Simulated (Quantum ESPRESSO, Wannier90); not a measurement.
Te (Pmc2₁): Wannier90 run

```xyz
4
Lattice="3.1308 0.0000 0.0000 0.0000 4.7429 0.0000 0.0000 0.0000 8.9856" Properties=species:S:1:pos:R:3 pbc="T T T"
Te     1.5654    -2.1567    -2.1493
Te     1.5654     2.1567     2.3435
Te     1.5654    -0.0594     0.0826
Te     1.5654     0.0594    -4.4102
```

Materials Project entry mp-1178952; symmetrised, unrelaxed at this level. Not found in the COD (Crystallography Open Database) copy used, which has the formula in other groups; not checked further. Level: PBEsol, spinors with spin-orbit coupling; pw.x of Quantum ESPRESSO at 64 Ry with PseudoDojo potentials, 6×4×4 k-points, Wannier90. Density: 10×8×4 mesh, cold smearing 0.01 Ry. With spin-orbit coupling a semilocal functional can close or falsely invert a small gap; the band order was not checked against a better method.

A tight-binding model is made by disentanglement and projection with no localisation steps (num_iter = 0), so the 32 orbitals stay atom-like: hydrogen-like Te: s;p, axes along x, y, z; frozen window up to 1.50 eV relative to the Fermi level. It follows pw.x to 12 meV rms for states up to 1.0 eV relative to the Fermi level. Matrix elements depend on this choice of orbitals and windows.

What are the on-site energies relative to the Fermi level, and how fast do the hoppings decay?


```json
[
 {"atom": "Te1", "orbitals": "s↑ s↓", "energy (eV)": "-10.61"},
 {"atom": "Te1", "orbitals": "pz↑ pz↓ py↑ py↓", "energy (eV)": "-1.56"},
 {"atom": "Te1", "orbitals": "px↑ px↓", "energy (eV)": "-1.49"},
 {"atom": "Te2", "orbitals": "s↑ s↓", "energy (eV)": "-10.61"},
 {"atom": "Te2", "orbitals": "pz↑ pz↓ py↑ py↓", "energy (eV)": "-1.56"},
 {"atom": "Te2", "orbitals": "px↑ px↓", "energy (eV)": "-1.49"},
 {"atom": "Te3", "orbitals": "s↑ s↓", "energy (eV)": "-10.61"},
 {"atom": "Te3", "orbitals": "pz↑ pz↓ py↑ py↓", "energy (eV)": "-1.55"},
 {"atom": "Te3", "orbitals": "px↑ px↓", "energy (eV)": "-1.48"},
 {"atom": "Te4", "orbitals": "s↑ s↓", "energy (eV)": "-10.61"},
 {"atom": "Te4", "orbitals": "pz↑ pz↓ py↑ py↓", "energy (eV)": "-1.55"},
 {"atom": "Te4", "orbitals": "px↑ px↓", "energy (eV)": "-1.48"}
]
```

```
distance of the centres (Å)  largest modulus (eV)
---------------------------  --------------------
3–4                                           1.8
4–5                                          0.13
5–6                                        0.0100
6–7                                          0.30
7–8                                         0.021
8–9                                        0.0032
```

Effective spin-orbit constants λ of λ L·S, from the same-site elements px↑–py↑ (λ/2) and dx2-y2↑–dxy↑ (λ), where they are among the larger elements: Te3 p 0.54 eV, Te4 p 0.54 eV, Te1 p 0.54 eV, Te2 p 0.54 eV.
